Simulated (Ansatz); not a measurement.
Input file for Ansatz (a program for electronic structure):

Ansatz 0.2 input:
```yaml
crystal:
  lattice:
    - [-2.3349319668, 2.3349319668, 2.3349319668]
    - [2.3349319668, -2.3349319668, 2.3349319668]
    - [2.3349319668, 2.3349319668, -2.3349319668]
  atoms:
    - { symbol: Sr, position: [0.0, 0.0, 0.0] }
kpoints:
  mp_grid: { grid: [26, 26, 26] }
hamiltonian:
  xc: pbesol
  pseudopotentials: { azcp: { folder: ./paw }, kind: paw }
scf:
  occupations: { method: fermi_dirac, width: 0.1 }
elastic: { mode: relaxed_ion, stencil: two_point, amplitude: 0.005, f_tol: 0.0005 }
```

Output (shortened):

```
Pseudopotential: Sr, paw, valence charge 10
Functional definition: PBEsol
Crystal: 1 atoms, lattice volume = 50.919 Å³
Basis set: ecut = 420 eV, 959 PW (Γ), exchange–correlation on 60×60×60 points (8 copies of the dense FFT grid, shifted against one another)
Bands: 9, of which v1, the nominal top of the filled ones, is band 5 counted from 1 (4 counted from 0)
Symmetry: 48 space group operations
Space group: Im-3m (ITA 229), of the structure as read, at distance tolerance 3.7e-5 Å
k-points: 511 of 17576
SCF iter   1: F=—  HF=-3492.243428 eV  |F-HF|=—  |Δ(HF+E_count)|=         —  Δρ=4.64e-3  dr2=1.01e-2  ethr=3.10e-3  ⟨swp⟩=7.7  Hψ=42935  notcnv=0
preconditioner: auto → Kerker (q_TF=auto, 2.080 Å⁻¹)
SCF iter   2: F=—  HF=-3492.246696 eV  |F-HF|=—  |Δ(HF+E_count)|=   3.27e-3  Δρ=3.01e-3  dr2=4.76e-3  ethr=1.01e-4  ⟨swp⟩=1.4  Hψ=9092  notcnv=0
SCF iter   3: F=—  HF=-3492.248559 eV  |F-HF|=—  |Δ(HF+E_count)|=   1.86e-3  Δρ=6.08e-4  dr2=1.88e-4  ethr=4.76e-5  ⟨swp⟩=2.0  Hψ=6666  notcnv=0
SCF iter   4: F=—  HF=-3492.248537 eV  |F-HF|=—  |Δ(HF+E_count)|=   2.22e-5  Δρ=9.95e-5  dr2=5.21e-6  ethr=1.88e-6  ⟨swp⟩=1.1  Hψ=4714  notcnv=0
SCF iter   5: F=—  HF=-3492.248540 eV  |F-HF|=—  |Δ(HF+E_count)|=   3.68e-6  Δρ=2.76e-5  dr2=4.34e-7  ethr=5.21e-8  ⟨swp⟩=2.2  Hψ=7334  notcnv=0
SCF iter   6: F=—  HF=-3492.248540 eV  |F-HF|=—  |Δ(HF+E_count)|=   3.85e-7  Δρ=8.86e-6  dr2=2.74e-8  ethr=4.34e-9  ⟨swp⟩=3.0  Hψ=7160  notcnv=0
SCF iter   7: F=—  HF=-3492.248540 eV  |F-HF|=—  |Δ(HF+E_count)|=   3.17e-9  Δρ=9.66e-7  dr2=4.85e-10  ethr=2.74e-10  ⟨swp⟩=2.1  Hψ=5550  notcnv=0
SCF iter   8: F=—  HF=-3492.248540 eV  |F-HF|=—  |Δ(HF+E_count)|=  4.21e-10  Δρ=1.79e-7  dr2=1.16e-11  ethr=4.85e-12  ⟨swp⟩=2.1  Hψ=7307  notcnv=0
SCF iter  10: F=-3492.248540 eV  HF=-3492.248540 eV  |F-HF|=1.36e-12  |Δ(HF+E_count)|=    0.00e0  Δρ=2.26e-9  dr2=1.25e-15  ethr=1.00e-12  ⟨swp⟩=5.2  Hψ=16894  notcnv=0
SCF 1 converged in 10 iterations: F = -3492.248540 eV  dr2 = 1.25e-15
Crystal: 1 atoms, lattice volume = 50.665 Å³
Symmetry: 16 space group operations
k-points: 1330 of 17576
iter 1 solved again at ethr=7.59e-7 eV; its pass at ethr=3.10e-3 eV (dr2=7.59e-5 eV) is discarded
SCF iter   1: F=—  HF=-3492.248321 eV  |F-HF|=—  |Δ(HF+E_count)|=         —  Δρ=8.56e-5  dr2=5.17e-6  ethr=7.59e-7  ⟨swp⟩=3.0  Hψ=115173  notcnv=0
preconditioner: auto → Kerker (q_TF=auto, 2.082 Å⁻¹)
SCF iter   2: F=—  HF=-3492.248320 eV  |F-HF|=—  |Δ(HF+E_count)|=   1.02e-6  Δρ=5.59e-5  dr2=2.55e-6  ethr=5.17e-8  ⟨swp⟩=1.1  Hψ=12117  notcnv=0
SCF iter   3: F=—  HF=-3492.248322 eV  |F-HF|=—  |Δ(HF+E_count)|=   1.69e-6  Δρ=8.75e-6  dr2=5.06e-8  ethr=2.55e-8  ⟨swp⟩=1.0  Hψ=12041  notcnv=0
SCF iter   4: F=—  HF=-3492.248321 eV  |F-HF|=—  |Δ(HF+E_count)|=   8.06e-7  Δρ=1.56e-6  dr2=9.03e-10  ethr=5.06e-10  ⟨swp⟩=2.6  Hψ=20212  notcnv=0
SCF iter   5: F=—  HF=-3492.248321 eV  |F-HF|=—  |Δ(HF+E_count)|=  3.51e-10  Δρ=3.78e-7  dr2=5.83e-11  ethr=9.03e-12  ⟨swp⟩=2.1  Hψ=17803  notcnv=0
SCF iter   6: F=—  HF=-3492.248321 eV  |F-HF|=—  |Δ(HF+E_count)|=  4.68e-11  Δρ=7.82e-8  dr2=2.85e-12  ethr=5.83e-13 (applied; sched 1.00e-12)  ⟨swp⟩=2.9  Hψ=18516  notcnv=0
SCF iter   7: F=-3492.248321 eV  HF=-3492.248321 eV  |F-HF|=1.36e-12  |Δ(HF+E_count)|=    0.00e0  Δρ=8.73e-9  dr2=3.61e-14  ethr=1.00e-12  ⟨swp⟩=4.0  Hψ=51725  notcnv=0
SCF 2 converged in 7 iterations: F = -3492.248321 eV  dr2 = 3.61e-14
Crystal: 1 atoms, lattice volume = 51.174 Å³
iter 1 solved again at ethr=3.63e-11 eV; its pass at ethr=3.10e-3 eV (dr2=3.63e-9 eV) is discarded
SCF iter   1: F=—  HF=-3492.248643 eV  |F-HF|=—  |Δ(HF+E_count)|=         —  Δρ=5.27e-6  dr2=2.15e-9  ethr=3.63e-11  ⟨swp⟩=4.0  Hψ=122074  notcnv=0
preconditioner: auto → Kerker (q_TF=auto, 2.078 Å⁻¹)
SCF iter   2: F=—  HF=-3492.248644 eV  |F-HF|=—  |Δ(HF+E_count)|=   9.67e-8  Δρ=2.76e-6  dr2=8.77e-10  ethr=2.15e-11  ⟨swp⟩=1.0  Hψ=11970  notcnv=0
SCF iter   3: F=—  HF=-3492.248644 eV  |F-HF|=—  |Δ(HF+E_count)|=   2.34e-8  Δρ=3.92e-7  dr2=2.24e-11  ethr=8.77e-12  ⟨swp⟩=2.5  Hψ=17300  notcnv=0
SCF iter   4: F=—  HF=-3492.248644 eV  |F-HF|=—  |Δ(HF+E_count)|=  4.50e-10  Δρ=4.03e-8  dr2=5.69e-13  ethr=2.24e-13 (applied; sched 1.00e-12)  ⟨swp⟩=2.0  Hψ=16374  notcnv=0
SCF iter   5: F=-3492.248644 eV  HF=-3492.248644 eV  |F-HF|=4.55e-13  |Δ(HF+E_count)|=  1.36e-12  Δρ=8.53e-9  dr2=3.78e-14  ethr=1.00e-12  ⟨swp⟩=5.0  Hψ=44754  notcnv=0
SCF 3 converged in 5 iterations: F = -3492.248644 eV  dr2 = 3.78e-14
Crystal: 1 atoms, lattice volume = 50.919 Å³
Symmetry: 8 space group operations
k-points: 2471 of 17576
iter 1 solved again at ethr=4.52e-7 eV; its pass at ethr=3.10e-3 eV (dr2=4.52e-5 eV) is discarded
SCF iter   1: F=—  HF=-3492.248481 eV  |F-HF|=—  |Δ(HF+E_count)|=         —  Δρ=4.98e-5  dr2=8.67e-7  ethr=4.52e-7  ⟨swp⟩=3.1  Hψ=211582  notcnv=0
preconditioner: auto → Kerker (q_TF=auto, 2.080 Å⁻¹)
SCF iter   2: F=—  HF=-3492.248482 eV  |F-HF|=—  |Δ(HF+E_count)|=   4.59e-7  Δρ=3.25e-5  dr2=4.02e-7  ethr=8.67e-9  ⟨swp⟩=2.4  Hψ=33252  notcnv=0
SCF iter   3: F=—  HF=-3492.248482 eV  |F-HF|=—  |Δ(HF+E_count)|=   2.85e-7  Δρ=4.60e-6  dr2=1.58e-8  ethr=4.02e-9  ⟨swp⟩=2.4  Hψ=28538  notcnv=0
SCF iter   4: F=—  HF=-3492.248482 eV  |F-HF|=—  |Δ(HF+E_count)|=   2.74e-9  Δρ=1.59e-6  dr2=1.18e-9  ethr=1.58e-10  ⟨swp⟩=1.4  Hψ=25203  notcnv=0
SCF iter   5: F=—  HF=-3492.248482 eV  |F-HF|=—  |Δ(HF+E_count)|=  1.13e-10  Δρ=6.62e-7  dr2=7.82e-11  ethr=1.18e-11  ⟨swp⟩=1.5  Hψ=25992  notcnv=0
SCF iter   6: F=—  HF=-3492.248482 eV  |F-HF|=—  |Δ(HF+E_count)|=  2.73e-11  Δρ=5.80e-8  dr2=9.91e-13  ethr=7.82e-13 (applied; sched 1.00e-12)  ⟨swp⟩=2.6  Hψ=38409  notcnv=0
SCF iter   7: F=-3492.248482 eV  HF=-3492.248482 eV  |F-HF|=0.00e0  |Δ(HF+E_count)|=  9.09e-13  Δρ=6.03e-9  dr2=1.53e-14  ethr=1.00e-12  ⟨swp⟩=5.1  Hψ=82675  notcnv=0
SCF 4 converged in 7 iterations: F = -3492.248482 eV  dr2 = 1.53e-14
Crystal: 1 atoms, lattice volume = 50.919 Å³
iter 1 solved again at ethr=3.08e-11 eV; its pass at ethr=3.10e-3 eV (dr2=3.08e-9 eV) is discarded
SCF iter   1: F=—  HF=-3492.248482 eV  |F-HF|=—  |Δ(HF+E_count)|=         —  Δρ=3.38e-6  dr2=3.11e-9  ethr=3.08e-11  ⟨swp⟩=3.3  Hψ=216789  notcnv=0
preconditioner: auto → Kerker (q_TF=auto, 2.080 Å⁻¹)
SCF iter   2: F=—  HF=-3492.248482 eV  |F-HF|=—  |Δ(HF+E_count)|=   1.32e-7  Δρ=1.87e-6  dr2=1.45e-9  ethr=3.08e-11  ⟨swp⟩=1.0  Hψ=22239  notcnv=0
SCF iter   3: F=—  HF=-3492.248482 eV  |F-HF|=—  |Δ(HF+E_count)|=   8.43e-9  Δρ=4.10e-7  dr2=2.23e-11  ethr=1.45e-11  ⟨swp⟩=1.5  Hψ=23525  notcnv=0
SCF iter   4: F=—  HF=-3492.248482 eV  |F-HF|=—  |Δ(HF+E_count)|=  5.63e-10  Δρ=4.57e-8  dr2=7.16e-13  ethr=2.23e-13 (applied; sched 1.00e-12)  ⟨swp⟩=2.4  Hψ=35594  notcnv=0
SCF iter   5: F=-3492.248482 eV  HF=-3492.248482 eV  |F-HF|=9.09e-13  |Δ(HF+E_count)|=    0.00e0  Δρ=8.10e-9  dr2=2.13e-14  ethr=1.00e-12  ⟨swp⟩=5.0  Hψ=82669  notcnv=0
SCF 5 converged in 5 iterations: F = -3492.248482 eV  dr2 = 2.13e-14
SCF converged after 10 iterations
Free energy (F): -3492.248540 eV
Harris-Foulkes:  -3492.248540 eV  (|F-HF|=1.36e-12)
Internal energy: -3492.208425 eV  (E = F + TS)
E sigma→0 (E₀):  -3492.228482 eV
Entropy (-TS):   -0.040115 eV (-40.115 meV/atom)
Fermi energy:    5.526337 eV
--- Per-component energies (eV) ---
  E_band       = -129.815280
  E_kinetic    = 229.730535
  E_local      = -769.703626  (includes V_loc(G=0)·N_el)
  E_nonlocal   = 235.251325
  E_hartree    = 185.408313
  E_xc         = -171.752388
  E_vxc        = -152.720854  (∫ρ·V_xc dr)
  E_paw        = -2640.193422  (= ΣΔE_a)
  E_vpaw       = -43.189269  (= ΣTr[D̂ρ^β])
  E_aug_tail   = -0.000015  (compensation charges beyond the density's cutoff)
  E_ewald      = -561.083494
  E_core_change = 0.134348  (= ΣΔE_core)
  E_smearing   = -0.040115  (= −TS)
  E_closure    = 0.000000  (closes the sum)
  Σ components = -3492.248540   (vs F -3492.248540, Δ=0.00e0)
  [band-id]    e_kinetic+e_local+e_nonlocal+2·e_hartree+e_vxc+e_vpaw+e_augmentation_tail = -129.815279   (vs E_band -129.815280, Δ=6.47e-7)
--- Forces (eV/Å), atoms counted from 1 ---
  atom   1  Sr     0.00000000     0.00000000     0.00000000
  max |Σ_I F_I| component: 0.0 eV/Å
--- Stress (GPa, compression-positive) ---
        0.101037       0.000000       0.000000
        0.000000       0.101037       0.000000
        0.000000       0.000000       0.101037
  P = ⅓ Tr σ = 0.1010 GPa (1.010 kbar)
--- Band table (eV; the first three rows and the last of 511) ---
  k-point 0: bands = ["-30.8137", "-12.6952", "-12.6952", "-12.6952", "1.7833", "8.0096", "8.0096", "8.0096", "9.4467"]
  k-point 1: bands = ["-30.8134", "-12.6992", "-12.6965", "-12.6952", "1.8107", "7.9837", "7.9947", "8.0362", "9.4013"]
  k-point 2: bands = ["-30.8124", "-12.7109", "-12.7002", "-12.6952", "1.8924", "7.9099", "7.9422", "8.1160", "9.2921"]
  k-point 510: bands = ["-30.7747", "-12.8819", "-12.8819", "-12.8819", "5.3193", "5.3193", "9.4422", "9.4422", "9.4422"]
--- Elastic constants: 2 strain directions × 2 members + reference (group order 48) ---
  dense FFT box of the reference and of every strained cell: 30×30×30
  strains applied: 11, 23; error gains: componentwise 1.00 (the most a stress slope's error grows in a printed constant), spectral 1.73 (1 for all six strains …
  C = ∂σ_k/∂η_j (tension-positive GPa; Voigt order 11 22 33 23 13 12):
        14.553     11.332     11.332      0.000      0.000      0.000
        11.332     14.553     11.332      0.000      0.000      0.000
        11.332     11.332     14.553      0.000      0.000      0.000
         0.000      0.000      0.000     14.572      0.000      0.000
         0.000      0.000      0.000      0.000     14.572      0.000
         0.000      0.000      0.000      0.000      0.000     14.572
  reference stress σ⁰ (GPa):     -0.101     -0.101     -0.101      0.000      0.000      0.000
  C* (energy form; C + prestress term) asymmetry max|C*_kj − C*_jk| = 3.553e-15 GPa — a small one proves nothing (zero by symmetry where the batch's group is …
  moduli (Voigt/Reuss/Hill, GPa): K = 12.41/12.41/12.41   G = 9.39/3.45/6.42   E = 16.43   ν = 0.279
  mechanically stable: yes (min eigenvalue of sym C = 3.22 GPa)
  where every solve meets its electron count the energy-path curvature estimates C_jj along a normal strain and C_jj − ¼(σ⁰_aa + σ⁰_bb) along a shear (ab), of …
  strain η (Voigt 11):  stress-route row diagonal C_11 = 14.55 GPa, energy-path curvature d²(F+E_count+ΔE)/dδ²/Ω₀ = 14.55 GPa
         δ    σ_11 (GPa)             F (eV)   n_scf  n_hpsi   n_pw
    -5.000e-3      -0.1755       -3492.2483207       7  266217   1008   relax 0 steps, max|allowed force component| 0.00e0 eV/Å
     5.000e-3      -0.0299       -3492.2486436       5  231098   1024   relax 0 steps, max|allowed force component| 0.00e0 eV/Å
  strain η (Voigt 23):  stress-route row diagonal C_44 = 14.57 GPa, energy-path curvature d²(F+E_count+ΔE)/dδ²/Ω₀ = 14.62 GPa
         δ    σ_23 (GPa)             F (eV)   n_scf  n_hpsi   n_pw
    -5.000e-3      -0.0729       -3492.2484818       7  480247   1014   relax 0 steps, max|allowed force component| 0.00e0 eV/Å
     5.000e-3       0.0729       -3492.2484818       5  415402   1014   relax 0 steps, max|allowed force component| 0.00e0 eV/Å
```

Cost: around 6 core-minutes (rough) on shared cores.

This is a known high-temperature phase of the composition, computed here at zero pressure and temperature. Symmetry was held in the PBEsol relaxation; its stability against distortions is not shown here. As this level gives no gap, shear constants depend on the k-mesh and smearing (Fermi–Dirac, 0.1 eV here). Spin–orbit coupling is left out wherever it is not named.

Potentials: the earlier of the program's two PAW sets.

Ansatz is a plane-wave DFT program.
